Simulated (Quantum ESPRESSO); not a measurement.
## How shieldings converge in CdSe

```
CELL_PARAMETERS angstrom
      0.00000     3.07027     3.07027
      3.07027     0.00000     3.07027
      3.07027     3.07027     0.00000
ATOMIC_POSITIONS crystal
  Cd 0.00000 0.00000 0.00000
  Se 0.75000 0.75000 0.75000
```
Geometry: a computed entry of the Materials Project; it was not checked against measured cells. It is CdSe in F-43m. Stability against distortions was not tested.

Method: PBE GIPAW on JTH datasets (Quantum ESPRESSO, modified build); kept fixed: cutoff 20 Ha. Costs are rough, from a shared machine. Shieldings are absolute and leave out the bulk-susceptibility term; a larger σ means a smaller chemical shift. No spin–orbit coupling; Cd is the heaviest element present. The datasets of Se hold no d projectors, which limits absolute σ on these atoms. The band gap at this level is small, which makes the paramagnetic part of σ large and sensitive to the functional. The structure is static (0 K, no zero-point motion).

```csv
k-mesh,σ_iso Cd (ppm),σ_iso Se (ppm),f-sum rule missed by (%),irreducible k-points,rough cost ratio
2×2×2 shifted,2623.1,1034.7,3.9,2,about 1
3×3×3 through Γ,4110.9,-41670.8,20,4,2
3×3×3 shifted,2874.7,1853.9,0.64,6,about 1
4×4×4 through Γ,3395.8,-14351.0,7.3,8,3
5×5×5 through Γ,3191.2,-5947.2,3.2,10,3
4×4×4 shifted,2921.1,2043.1,0.12,10,3
6×6×6 through Γ,3098.4,-2413.8,1.6,16,5
5×5×5 shifted,2933.8,2079.4,0.02,19,6
6×6×6 shifted,2938.7,2076.7,0.00,28,8
8×8×8 through Γ,3014.9,297.3,0.48,29,9
7×7×7 shifted,2941.2,2064.9,0.01,44,10
10×10×10 through Γ,2980.7,1215.9,0.19,47,10
8×8×8 shifted,2942.7,2052.3,0.01,60,10
```

Largest spread: σ_iso Se (ppm) moves over 43750.2 across the rows.
